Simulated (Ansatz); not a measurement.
SnO₂:
```
SnO2
1.0
   -1.99954     1.99954     5.10208
    1.99954    -1.99954     5.10208
    1.99954     1.99954    -5.10208
Sn O
2 4
Direct
  0.75000   0.25000   0.50000
  0.00000   0.00000   0.00000
  0.79637   0.79637   0.00000
  0.54637   0.04637   0.50000
  0.95363   0.45363   0.50000
  0.20363   0.20363   0.00000
```

Relaxed with r²SCAN.

**Question.** Map the valence electron density (e/Å³), cut off at 3 on the plane through (0.750, 0.250, 0.500) spanned by u = [1, 1, 0] and v = [1, 0, 1] in lattice vectors, from plane-wave PAW r²SCAN (Ansatz code).

**Answer.** x is the fraction of u, y of v (the angle between them is 90°; rows are the nearest grid lines); atoms in the plane: Sn at (0.00, 0.00), Sn at (0.75, 0.50), O at (0.55, 0.50), O at (0.80, 0.00), O at (0.20, 0.00), O at (0.95, 0.50).
```
y \ x  0.000  0.100  0.175  0.275  0.375  0.450  0.550  0.625  0.725  0.825  0.900   1.00
-----  -----  -----  -----  -----  -----  -----  -----  -----  -----  -----  -----  -----
1.00    3.00  0.647   3.00  0.979  0.019  0.014  0.014  0.019  0.979   3.00  0.647   3.00
0.900   3.00  0.457   3.00  0.610  0.017  0.016  0.027  0.027  0.672   3.00  0.453   3.00
0.850   3.00  0.308   1.43  0.363  0.015  0.021  0.055  0.041  0.476   1.42  0.318   3.00
0.750  0.609  0.114  0.252  0.101  0.013  0.053  0.291  0.129  0.447  0.398  0.263  0.609
0.700  0.645  0.072  0.111  0.053  0.014  0.089  0.743  0.237  0.953  0.357  0.407  0.645
0.600   1.80  0.042  0.026  0.019  0.017  0.210   3.00  0.651   3.00  0.848   1.39   1.80
0.550   2.82  0.039  0.016  0.015  0.019  0.271   3.00  0.884   3.00   1.25   2.20   2.82
0.450   2.82  0.039  0.016  0.015  0.019  0.272   3.00  0.884   3.00   1.25   2.20   2.82
0.400   1.80  0.042  0.026  0.019  0.017  0.211   3.00  0.652   3.00  0.848   1.39   1.80
0.300  0.645  0.072  0.111  0.053  0.014  0.089  0.743  0.237  0.953  0.357  0.407  0.645
0.250  0.609  0.114  0.252  0.101  0.013  0.053  0.291  0.129  0.447  0.398  0.263  0.609
0.150   3.00  0.308   1.43  0.362  0.015  0.021  0.055  0.041  0.476   1.42  0.318   3.00
0.100   3.00  0.457   3.00  0.610  0.017  0.016  0.027  0.027  0.672   3.00  0.453   3.00
0.000   3.00  0.647   3.00  0.979  0.019  0.014  0.014  0.019  0.979   3.00  0.647   3.00
```

The density is the valence pseudo-density with augmentation charge, so density and ELF within about 1 Å of a nucleus are not all-electron values.

Space group I4_1/amd (anatase). The first step of the workflow began from a Materials Project structure, measured or hypothetical; the Crystallography Open Database copy checked does not list it. It is not the phase usual at ambient conditions (space group No. 136). Symmetry was held in the r²SCAN relaxation; whether a distortion lowers the energy is not shown. Spin–orbit coupling is left out wherever it is not named.

Potentials: the later of the program's two PAW sets.
